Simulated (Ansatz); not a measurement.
## Vibrational response of HfN at 8 GPa

Level of theory: Ansatz 0.2.0, DFT LDA, scalar-relativistic, plane waves, PAW. Settings: 420 eV plane-wave cutoff, Γ-centred 16×16×16 mesh, Fermi-Dirac smearing of 0.15 eV. No spin polarisation. Phonons by linear response, acoustic sum rule imposed.

The cell, relaxed at 8 GPa:
```yaml
crystal:
  lattice:
    - [0.00000, 2.21568, 2.21568]
    - [2.21568, 0.00000, 2.21568]
    - [2.21568, 2.21568, 0.00000]
  atoms:
    - { symbol: Hf, position: [0.00000, 0.00000, 0.00000] }
    - { symbol: N, position: [0.50000, 0.50000, 0.50000] }
```

In a metal, frequencies and elastic constants depend on the k mesh and the smearing, soft modes and shear constants most. Spin polarisation was left out, and a magnetic state may lie lower. Spin–orbit coupling is left out, which can shift energies with elements as heavy as these.

Question: Is this structure stable against zone-centre distortions?

Answer: Yes, at Γ: no optical mode is imaginary. Strains and other wave vectors aren't tested by this run.

Question: List the optical modes at Γ (i marks imaginary ones).

Answer:
```tsv
frequency (cm⁻¹)	degeneracy
539	3
```

Cost: 1 run of about 0.76 core-minutes, on Arm Neoverse V2 (shared hosts).